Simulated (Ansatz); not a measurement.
A geometry of HfSiO4 away from equilibrium: step 11 of the relaxation of a generated trial cell of HfSiO4 in the AFLOW prototype ABC4_mP12_13_e_a_2g (E1_b, as in AgTe4Au). Computed with PBEsol (plane waves to 420 eV, PAW, scalar-relativistic; Ansatz, a quantum-chemistry and plane-wave program). Γ-centred k-mesh 4×6×3 on the run's cell (coarser than for final values), Fermi–Dirac smearing 0.05 eV.

```yaml
crystal:
  lattice:
    - [6.71543, 0.00000, -0.54678]
    - [0.00000, 2.97788, 0.00000]
    - [-4.87902, 0.00000, 6.92874]
  atoms:
    - { symbol: Hf, position: [0.50000, 0.50000, 0.25000] }
    - { symbol: Hf, position: [0.50000, 0.50000, 0.75000] }
    - { symbol: O, position: [0.70286, 0.00000, 0.74139] }
    - { symbol: O, position: [0.29714, 0.00000, 0.75861] }
    - { symbol: O, position: [0.29714, 0.00000, 0.25861] }
    - { symbol: O, position: [0.70286, 0.00000, 0.24139] }
    - { symbol: O, position: [0.13660, 0.50000, 0.96091] }
    - { symbol: O, position: [0.86340, 0.50000, 0.53909] }
    - { symbol: O, position: [0.86340, 0.50000, 0.03909] }
    - { symbol: O, position: [0.13660, 0.50000, 0.46091] }
    - { symbol: Si, position: [0.00000, 0.00000, 0.00000] }
    - { symbol: Si, position: [0.00000, 0.00000, 0.50000] }
```

Which atoms carry the largest force, and which way does it point?

0.01 eV/Å, on O3, O4, O5, O6 (atoms numbered as listed); on O3 its components are (-0.01, 0.00, -0.01).

What is the pressure?

+2.5 GPa, compression positive.

No spin polarisation in the result. Without a van der Waals term the distances between weakly bound units are poorly fixed.

The run could not lose the symmetry of its start, so the end can be a saddle point.

The end of the path is a generated cell of HfSiO4: the first start was made by placing the elements on the sites of a structure type, and the end was not matched to a known phase here, so it may be hypothetical.
